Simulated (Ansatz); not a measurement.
## One relaxed cell of Ba$_{2}$CaPd$_{3}$O$_{6}$ at several levels

A database entry relaxed whole under r2SCAN at zero pressure (Fmmm, No. 69):

```yaml
crystal:
  lattice:
    - [0.00000, 5.73704, 7.51070]
    - [4.38581, 0.00000, 7.51070]
    - [4.38581, 5.73704, 0.00000]
  atoms:
    - { symbol: Ba, position: [0.23196, 0.76804, 0.23196] }
    - { symbol: Ba, position: [0.76804, 0.23196, 0.76804] }
    - { symbol: Ba, position: [0.25000, 0.25000, 0.25000] }
    - { symbol: Ba, position: [0.75000, 0.75000, 0.75000] }
    - { symbol: Ca, position: [0.32905, 0.32905, 0.67095] }
    - { symbol: Ca, position: [0.67095, 0.67095, 0.32905] }
    - { symbol: Pd, position: [0.32571, 0.67429, 0.67429] }
    - { symbol: Pd, position: [0.67429, 0.32571, 0.32571] }
    - { symbol: Pd, position: [0.00679, 0.68995, 0.99321] }
    - { symbol: Pd, position: [0.68995, 0.00679, 0.31005] }
    - { symbol: Pd, position: [0.31005, 0.99321, 0.68995] }
    - { symbol: Pd, position: [0.99321, 0.31005, 0.00679] }
    - { symbol: O, position: [0.31225, 0.07719, 0.92281] }
    - { symbol: O, position: [0.07719, 0.31225, 0.68775] }
    - { symbol: O, position: [0.68775, 0.92281, 0.07719] }
    - { symbol: O, position: [0.92281, 0.68775, 0.31225] }
    - { symbol: O, position: [0.09402, 0.70308, 0.67172] }
    - { symbol: O, position: [0.70308, 0.09402, 0.53118] }
    - { symbol: O, position: [0.53118, 0.67172, 0.70308] }
    - { symbol: O, position: [0.67172, 0.53118, 0.09402] }
    - { symbol: O, position: [0.90598, 0.29692, 0.32828] }
    - { symbol: O, position: [0.29692, 0.90598, 0.46882] }
    - { symbol: O, position: [0.46882, 0.32828, 0.29692] }
    - { symbol: O, position: [0.32828, 0.46882, 0.90598] }
```

Its volume is 15.75 Å³ an atom, +1.3 % against the entry's 15.55, a cell as deposited in COD (1993).

Single points on this cell with plane-wave PAW DFT (Ansatz 0.2.0; r2SCAN 500 eV, hybrids 420 eV; fermi-dirac occupations of width 0.020 eV; no moments): r2SCAN on a 4×4×4 Γ-centred mesh; r2SCAN with spin-orbit coupling on a 2×2×2 Γ-centred mesh; HSE06 on a 2×2×2 Γ-centred mesh; PBE0 on a 2×2×2 Γ-centred mesh.

What does each level give for gap and charges?

The runs give:

```csv
level,"gap (eV), or kind",pressure (GPa),Bader charge of Ba (e),Bader charge of Ca (e),Bader charge of Pd (e),Bader charge of O (e)
r2SCAN,1.69,0.0,+1.61,+1.51,+0.68,-1.13
r2SCAN with spin-orbit coupling,1.69,0.0,+1.61,+1.51,+0.68,-1.13
HSE06,its mesh misses the band edges,-1.1,+1.63,+1.54,+0.71,-1.15
PBE0,its mesh misses the band edges,-1.1,+1.63,+1.54,+0.71,-1.16
```

Under r2SCAN the gap is 1.69 eV, over mesh and band path. Spin-orbit coupling moves the r2SCAN gap by +0.00 eV.

Caveats: the relaxation kept the start's symmetry; hybrid pressures are good to a few tenths of a GPa; pressure is positive in compression.
